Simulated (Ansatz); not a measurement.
Relaxed-ion elastic tensor of Sb (A7 (α-As type), space group No. 166) in GPa (Voigt order), LDA in the plane-wave PAW code Ansatz; density 6.93 g/cm³, 29.19 Å³ per atom.

```tsv
	1	2	3	4	5	6
1	97.9	29.7	29.5	-22.8	0.0	0.0
2	29.7	97.9	29.5	22.8	0.0	0.0
3	29.5	29.5	53.3	0.0	0.0	0.0
4	-22.8	22.8	0.0	40.2	0.0	0.0
5	0.0	0.0	0.0	0.0	40.2	-22.8
6	0.0	0.0	0.0	0.0	-22.8	34.1
```

Is the crystal mechanically stable?

Yes: the smallest eigenvalue of C is 14.2 GPa.

Work out the Voigt, Reuss and Hill averages.

K_V = 47.4, K_R = 43.6, K_H = 45.5; G_V = 33.6, G_R = 21.7, G_H = 27.6 GPa.

Give Young's modulus, Poisson's ratio, Pugh's ratio and the universal anisotropy index.

E = 9KG/(3K + G) = 69.0 GPa; ν = 0.25; K/G = 1.65 (brittle by the Pugh limit of 1.75); A_U = 5G_V/G_R + K_V/K_R − 6 = 2.84.

Estimate the sound speeds and the Debye temperature.

v_l = √((K + 4G/3)/ρ) = 3450 m/s, v_t = √(G/ρ) = 2000 m/s, mean 2220 m/s; Θ = (h/k)(3n/4πV)^(1/3) v_m = 214 K.

How much does each axis shrink under pressure?

Linear compressibilities β_i = Σ_j S_ij (j = 1 to 3): x 4.7, y 4.7, z 14 per TPa.

Space group R-3m (A7 (α-As type)). Symmetry was held in the LDA relaxation. As this level gives no gap, shear constants depend on the k-mesh and smearing (Fermi–Dirac, 0.1 eV here). Scalar-relativistic: spin–orbit coupling is off unless named, which matters more the heavier the elements.

Potentials: the earlier of the program's two PAW sets. The files were generated under PBE; for other functionals the program regenerates the frozen cores, and for LDA and PBEsol the local potential too.
